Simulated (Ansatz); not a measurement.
Ti4H3NS8 in space group P3m1 (No. 156; Pearson symbol hP16) under volume change, PBE+D3(BJ) (plane waves, PAW; program Ansatz), shape and atoms relaxed at each volume.

| V (Å³/atom) | E − E(relaxed) (meV/atom) | P (GPa) |
|---|---|---|
| 18.715 | 7.5 | 1.52 |
| 19.332 | 3.0 | 0.87 |
| 19.948 | 0.7 | 0.38 |
| 20.565 | 0.0 | 0.00 |
| 21.182 | 0.5 | -0.27 |
| 21.799 | 1.8 | -0.45 |
| 22.416 | 3.7 | -0.56 |

What does a third-order Birch–Murnaghan fit give for V₀, B₀ and B′?

V₀ = 20.57 Å³/atom, B₀ = 10.4 GPa, B′ = 9.9.

A made-up cell: these elements were put on the sites of a structure type; neither database checked (COD, Materials Project) lists it. Its standing as an ambient phase is unchecked. The cell was relaxed with PBE+D3(BJ) under the symmetry of its start; whether a distortion lowers the energy is not shown. No spin polarisation was allowed.

Potentials: the later of the program's two PAW sets.
